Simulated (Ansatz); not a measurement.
Equation of state of In2Au from a dense series

```xyz
3
Lattice="0.0000 3.2510 3.2510 3.2510 0.0000 3.2510 3.2510 3.2510 0.0000" Properties=species:S:1:pos:R:3 pbc="T T T"
In    1.6255    1.6255    1.6255
In    4.8765    4.8765    4.8765
Au    0.0000    0.0000    0.0000
```

Atom numbers follow the list: In1, In2, Au3.

The cell is COD entry 9009001, as deposited and not checked against the literature; nothing was relaxed.

No spin–orbit coupling, which matters for the heavy atoms here.

Level of theory: Ansatz 0.2.0, DFT, LDA, all-electron LAPW, scalar-relativistic.

Settings: a Γ-centred 10×10×10 k mesh, Fermi–Dirac smearing of 0.05 eV, basis error target 0.5 meV/atom, no spin polarisation.

The cell is scaled evenly. Fractional coordinates are held (clamped ions).

```csv
V (Å³/atom),P (GPa)
21.532,3.88
21.990,1.88
22.448,0.15
22.677,-0.61
22.907,-1.32
23.136,-1.98
23.365,-2.60
23.823,-3.74
```

Q: Fit a third-order Birch–Murnaghan curve to the pressures.

A: P = (3B0/2)(y^(7/2) − y^(5/2))[1 + (3/4)(B0′ − 4)(y − 1)] with y = (V0/V)^(2/3) fits within 0.02 GPa for V0 = 22.496 Å³/atom, B0 = 77.4 GPa and B0′ = 6.08.

Q: Predict the pressure at the withheld volume, 24.281 Å³/atom.

A: There y = 0.9504, so the fit gives -4.68 GPa; the run gave -4.73 GPa.
